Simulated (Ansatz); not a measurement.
Input and command of a plane-wave DFT calculation in Ansatz:

```yaml
crystal:
  lattice:
    - [-4.5356180578, 4.5356180578, 4.1950518757]
    - [4.5356180578, -4.5356180578, 4.1950518757]
    - [4.5356180578, 4.5356180578, -4.1950518757]
  atoms:
    - { symbol: H, position: [0.330305, 0.428717, 0.901412] }
    - { symbol: H, position: [0.527305, 0.428893, 0.098588] }
    - { symbol: H, position: [0.571107, 0.669695, 0.098412] }
    - { symbol: H, position: [0.419695, 0.821107, 0.598412] }
    - { symbol: H, position: [0.571283, 0.472695, 0.901588] }
    - { symbol: H, position: [0.222695, 0.821283, 0.401588] }
    - { symbol: H, position: [0.178893, 0.777305, 0.598588] }
    - { symbol: H, position: [0.178717, 0.580305, 0.401412] }
    - { symbol: H, position: [0.253587, 0.898623, 0.929268] }
    - { symbol: H, position: [0.969355, 0.324319, 0.070732] }
    - { symbol: H, position: [0.675681, 0.746413, 0.645036] }
    - { symbol: H, position: [0.496413, 0.925681, 0.145036] }
    - { symbol: H, position: [0.101377, 0.030645, 0.354964] }
    - { symbol: H, position: [0.780645, 0.351377, 0.854964] }
    - { symbol: H, position: [0.074319, 0.219355, 0.570732] }
    - { symbol: H, position: [0.648623, 0.503587, 0.429268] }
    - { symbol: As, position: [0.75, 0.25, 0.5] }
    - { symbol: As, position: [0.0, 0.0, 0.0] }
    - { symbol: P, position: [0.25, 0.75, 0.5] }
    - { symbol: P, position: [0.5, 0.5, 0.0] }
    - { symbol: O, position: [0.064402, 0.326416, 0.675492] }
    - { symbol: O, position: [0.650924, 0.38891, 0.324508] }
    - { symbol: O, position: [0.61109, 0.935598, 0.262014] }
    - { symbol: O, position: [0.685598, 0.86109, 0.762014] }
    - { symbol: O, position: [0.673584, 0.349076, 0.737986] }
    - { symbol: O, position: [0.099076, 0.923584, 0.237986] }
    - { symbol: O, position: [0.13891, 0.900924, 0.824508] }
    - { symbol: O, position: [0.076416, 0.314402, 0.175492] }
basis:
  ecutwfc: 420
kpoints:
  mp_grid: { grid: [6, 6, 6] }
hamiltonian:
  xc: pbe
  dispersion: d3bj
scf:
  occupations: { method: gaussian, width: 0.02 }
output:
  forces: true
  stress: true
  eigenvalues: true
```

```bash
ansatz run input.yaml --threads 4 --pin off --max-ram 7168MiB --backend cpu --events-out ev --progress --plain --runs-dir out
```

Processor: Arm Neoverse N1, 4 threads, on a host shared with other jobs.

Question: Estimate time, memory and problem size.

Answer: About 37 s on 4 threads of Arm Neoverse N1, with other jobs on the host, peak memory 1.2 GiB. It solves 80 bands at 30 k points (the mesh reduced by symmetry) with about 6691 plane waves, in 9 SCF iterations.
